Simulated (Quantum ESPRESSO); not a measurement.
## Ga2InAlP4 (convergence and cost over cutoff and k mesh)

Simulated, not a measurement. The program is pw.x of Quantum ESPRESSO 7.5 (plane-wave density functional theory). The cell is made up: 8 atoms on a zincblende/diamond lattice, with randomly drawn elements, strain and displacements, not relaxed. PseudoDojo standard norm-conserving files (v0.5 for PBE, v0.4.1 for LDA and PBEsol) set the functional; there is no spin polarisation, spin-orbit coupling or dispersion term, and the masses in the input are unused placeholders.

Input of the run in row 4:

```
&control calculation='scf', pseudo_dir='./dojo.nc.sr.pbe.v0_5.standard.upf', outdir='./o', disk_io='medium', tprnfor=.true., tstress=.true. /
&system ibrav=0, nat=8, ntyp=4, nbnd=37, ecutwfc=79.96652505, nosym=.true., tot_charge=0,
 occupations='smearing', smearing='fd', degauss=0.0018374661
/
&electrons conv_thr=7.350e-09, electron_maxstep=60, /
ATOMIC_SPECIES
Al 1.0 Al.upf
Ga 1.0 Ga.upf
In 1.0 In.upf
P 1.0 P.upf
CELL_PARAMETERS angstrom
5.5035 0.0 0.0
0.0 5.5035 0.0
0.0 0.0 5.5035
ATOMIC_POSITIONS angstrom
Ga -0.0219 0.0057 0.0031
In 0.0222 2.6764 2.7116
Al 2.7732 0.0614 2.7578
Ga 2.8095 2.7914 0.0428
P 1.2815 1.2761 1.3148
P 1.3665 4.1012 4.1402
P 4.1737 1.3417 4.0661
P 4.1145 4.1291 1.3664
K_POINTS automatic
4 4 4 1 1 1
```

The same cell was run at these settings. Meshes are shifted by half a step, and differences are from the last row, which is itself not exact.

```
cutoff (eV)     k mesh  k points solved  threshold (eV)  free energy less the last row's (eV)  pressure (GPa)  largest stress difference (GPa)  largest force difference (eV/Å)  iterations  wall time (s)  k-point pools              processor
        762  2 x 2 x 2                4           1e-04                                 3.932          -22.55                            29.30                            0.033           7             50              1  AMD EPYC, Zen 5 class
       1088  1 x 1 x 1                1           1e-07                                 8.465           12.58                             5.89                            0.393          11             50              1  AMD EPYC, Zen 5 class
        750  4 x 4 x 4               32           1e-07                                 4.192          -27.66                            34.41                            0.004          10            222              1  AMD EPYC, Zen 5 class
       1088  4 x 4 x 4               32           1e-07                                 0.008            6.73                             0.01                            0.001          10            561              1  AMD EPYC, Zen 5 class
       1377  6 x 6 x 6              108           1e-07                                 0.000            6.75                             0.00                            0.000          10           3257              1  AMD EPYC, Zen 5 class
```

Each pool is one process. Wall times include start-up and a band step at six k points, which weighs most on the coarsest meshes. The runs were on shared virtual cores whose load varied, so times are rough.